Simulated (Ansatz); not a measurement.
An Ansatz input:

```yaml
crystal:
  lattice:
    - [3.333348267, 0.0, 0.0]
    - [-1.6666741335, 2.8867642789, 0.0]
    - [0.0, 0.0, 2.0433424877]
  atoms:
    - { symbol: B, position: [0.0, 0.0, 0.0] }
    - { symbol: B, position: [0.3333333333, 0.6666666667, 0.5] }
    - { symbol: B, position: [0.6666666667, 0.3333333333, 0.5] }
hamiltonian:
  xc: lda
  pseudopotentials:
    kind: paw
    azcp:
      B: "pseudopotentials/B.paw.azcp"
basis:
  ecutwfc: 420
  fft_grid_basis: typed
kpoints:
  mp_grid: { grid: [11, 11, 15], shift: [0, 0, 0] }
magnetization:
  spin_polarized: false
scf:
  occupations: { method: fermi_dirac, width: 0.1 }
relax:
  max_steps: 60
  f_tol: 0.01
  cell: {}
```

and its output:

```
Warning: the record states the generating functional pbe (its physics header spells it `PBE`), which answers neither for hamiltonian.xc's functional nor for the lda family's — results may be inconsistent (PPs are generated against a specific XC)
Engine: ansatz 0.2.0, aarch64-unknown-linux-gnu
Pseudopotentials: kind: paw
Pseudopotential: B, paw, valence charge 3, recommended cutoff 420 eV (normal) 
Functional definition: SPW92
  exchange = slater_x
  correlation = pw_c
Crystal: 3 atoms, lattice volume = 19.662 Å³
Basis set: ecut = 420 eV, 403 PW (Γ)
Bands: 9, of which v1, the nominal top of the filled ones, is band 5 counted from 1 (4 counted from 0)
Symmetry: 24 space group operations
Space group: P6/mmm (ITA 191), of the structure as read, at distance tolerance 2.7e-5 Å
k-points: 128 of 1815
Non-local potential: B, projectors of the file, l = 0: 2, l = 1: 2, l = 2: 1
PAW form: soft (Blöchl's): semilocal exchange-correlation on the pseudo side does not see the compensation charge
PAW frozen core: B, regenerated for the run's functional, and the local potential with it (the file was generated under x = pbe(κ = 0.804, μ = 0.2195149727645171), c = pbe(β = 0.06672455060314922))
PAW one-centre angular grid: B, 110 points (default); XC on 64 Gauss nodes
Initial density: superposition of atomic densities (neutral atoms: chi_scale 0, normalization atom), corrected by the library's trained network
Initial wavefunctions: pseudopotential atomic-orbital guess
Functional: x = slater, c = lda
SCF iter   1: F=—  HF=-444.339164 eV  |F-HF|=—  |Δ(HF+E_count)|=         —  Δρ=7.87e-3  dr2=9.82e-3  ethr=1.77e-3  ⟨swp⟩=4.7  Hψ=7105  notcnv=0
SCF iter   2: F=—  HF=-444.336934 eV  |F-HF|=—  |Δ(HF+E_count)|=   2.23e-3  Δρ=4.76e-3  dr2=3.76e-3  ethr=1.09e-4  ⟨swp⟩=1.0  Hψ=2176  notcnv=0
SCF iter   3: F=—  HF=-444.335570 eV  |F-HF|=—  |Δ(HF+E_count)|=   1.36e-3  Δρ=2.14e-4  dr2=3.58e-6  ethr=4.18e-5  ⟨swp⟩=2.1  Hψ=1645  notcnv=0
SCF iter   4: F=—  HF=-444.335571 eV  |F-HF|=—  |Δ(HF+E_count)|=   8.22e-7  Δρ=1.36e-5  dr2=1.52e-8  ethr=3.98e-8  ⟨swp⟩=2.1  Hψ=1478  notcnv=0
iter 5 did not close the SCF: its close was put off for the readings that it lacked (scf_convergence_deferred on its scf_iter line)
SCF iter   5: F=-444.335571 eV  HF=-444.335571 eV  |F-HF|=4.37e-10  |Δ(HF+E_count)|=   2.71e-9  Δρ=2.09e-6  dr2=7.27e-10  ethr=1.69e-10  ⟨swp⟩=2.4  Hψ=1685  notcnv=0
SCF iter   6: F=-444.335571 eV  HF=-444.335571 eV  |F-HF|=2.79e-12  |Δ(HF+E_count)|=  1.52e-10  Δρ=4.17e-7  dr2=1.32e-11  ethr=8.08e-12  ⟨swp⟩=1.1  Hψ=3283  notcnv=0
SCF 1 converged in 6 iterations: F = -444.335571 eV  dr2 = 1.32e-11
relax step   1: F+E_penalty+E_count = -444.33557081 eV  Δ(F+E_penalty+E_count) = +0.000e0 eV  max|allowed force component| = 1.110e-16 eV/Å  Δτ_max = 0.0000 Å  P = -20.583 GPa  Ω = 19.662 Å³  (6 SCF iters, dr2 threshold 1.00e-7 eV, accepted)
...
SCF iter   3: F=-446.263600 eV  HF=-446.263600 eV  |F-HF|=0.00e0  |Δ(HF+E_count)|=  2.29e-11  Δρ=6.36e-8  dr2=2.43e-13  ethr=1.00e-12  ⟨swp⟩=1.0  Hψ=1152  notcnv=0
iter 4 did not close the SCF: its close was put off for the readings that it lacked (scf_convergence_deferred on its scf_iter line)
SCF iter   4: F=-446.263600 eV  HF=-446.263600 eV  |F-HF|=1.14e-13  |Δ(HF+E_count)|=  2.84e-13  Δρ=1.57e-8  dr2=2.63e-14  ethr=1.00e-12  ⟨swp⟩=1.0  Hψ=1152  notcnv=0
iter 5 did not close the SCF: its close was put off for the readings that it lacked (scf_convergence_deferred on its scf_iter line)
SCF iter   5: F=-446.263600 eV  HF=-446.263600 eV  |F-HF|=5.68e-14  |Δ(HF+E_count)|=  5.68e-14  Δρ=4.95e-9  dr2=2.70e-15  ethr=1.00e-12  ⟨swp⟩=1.0  Hψ=1152  notcnv=0
iter 6 did not close the SCF: its close was put off for the readings that it lacked (scf_convergence_deferred on its scf_iter line)
SCF iter   6: F=-446.263600 eV  HF=-446.263600 eV  |F-HF|=1.71e-13  |Δ(HF+E_count)|=  1.14e-13  Δρ=2.09e-10  dr2=7.91e-18  ethr=1.00e-12  ⟨swp⟩=1.0  Hψ=1152  notcnv=0
SCF iter   7: F=-446.263600 eV  HF=-446.263600 eV  |F-HF|=5.68e-14  |Δ(HF+E_count)|=  1.14e-13  Δρ=4.07e-11  dr2=2.95e-19  ethr=1.00e-12  ⟨swp⟩=1.2  Hψ=2848  notcnv=0
SCF 24 converged in 7 iterations: F = -446.263600 eV  dr2 = 2.95e-19
relax step  24: F+E_penalty+E_count = -446.26360043 eV  Δ(F+E_penalty+E_count) = -1.633e-5 eV  max|allowed force component| = 7.401e-17 eV/Å  Δτ_max = 0.0000 Å  P = +0.002 GPa  Ω = 19.348 Å³  stress off target by 2.70e-3 GPa  SCF on the basis re-selected at this cell (its energy is not comparable with the rows above)  (7 SCF iters)
basis re-selected at this cell: Δ(F+E_penalty+E_count) = -1.633e-5 eV, ΔP = +0.000 GPa vs the last step (what re-selecting the basis moved, of the pressure what is left beyond the Pulay correction that the steps carried, after the strain that the cell walked since its last selection, with what the two solves' SCF thresholds leave and, on support functions, any second-order correction that the steps lacked; it is no measure of the basis error at this ecutwfc). This SCF's stress stands 2.70e-3 GPa from its target on what of the cell is left free (relax.cell.stress_tol is 5.00e-2 GPa) and its largest allowed force component is 7.40e-17 eV/Å (relax.f_tol is 1.00e-2 eV/Å): within both
SCF converged after 7 iterations
Free energy (F): -446.263600 eV
Harris-Foulkes:  -446.263600 eV  (|F-HF|=5.68e-14)
Internal energy: -446.251462 eV  (E = F + TS)
E sigma→0 (E₀):  -446.257531 eV
Entropy (-TS):   -0.012139 eV (-4.046 meV/atom)
Fermi energy:    11.944978 eV
--- Per-component energies (eV) ---
  E_band       = 42.255395
  E_kinetic    = 146.817446
  E_local      = -30.862174  (includes V_loc(G=0)·N_el)
  E_nonlocal   = 37.192633
  E_hartree    = 6.641110
  E_xc         = -96.582263
  E_vxc        = -115.029332  (∫ρ·V_xc dr)
  E_paw        = -217.492279  (= ΣΔE_a)
  E_vpaw       = -9.145386  (= ΣTr[D̂ρ^β])
  E_aug_tail   = -0.000012  (compensation charges beyond the density's cutoff)
  E_ewald      = -292.103426
  E_core_change = 0.137503  (= ΣΔE_core)
  E_smearing   = -0.012139  (= −TS)
  E_closure    = 0.000000  (closes the sum)
  Σ components = -446.263600   (vs F -446.263600, Δ=0.00e0)
--- Forces (eV/Å), atoms counted from 1 ---
  atom   1  B     -0.00000000    -0.00000000     0.00000000
  atom   2  B     -0.00000000     0.00000000     0.00000000
  atom   3  B      0.00000000    -0.00000000     0.00000000
  max |Σ_I F_I| component: 1.85e-17 eV/Å
--- Stress (GPa, compression-positive) ---
        0.002696      -0.000000       0.000000
       -0.000000       0.002696       0.000000
        0.000000       0.000000       0.001017
  P = ⅓ Tr σ = 0.0021 GPa (0.021 kbar)
--- Relaxed structure (21 steps of the walk, 21 accepted, 3 SCFs on fresh bases) ---
  F+E_penalty+E_count = -446.26360043 eV   max|allowed force component| = 7.401e-17 eV/Å   (the final SCF, on the basis selected at the relaxed cell)
  cell:  # Å, volume = 19.3482 Å³
    - [2.830805302598669, -4.902637826649613e-34, 0.0]
    - [-1.4154026512993345, 2.451549305218142, 0.0]
    - [0.0, 0.0, 2.787980628554778]
  atoms:
    - { symbol: B, position: [3.0546686770941648e-34, 6.17389658605757e-35, 0.0] }
    - { symbol: B, position: [0.33333333333333337, 0.6666666666666667, 0.5] }
    - { symbol: B, position: [0.6666666666666667, 0.33333333333333337, 0.5] }
```
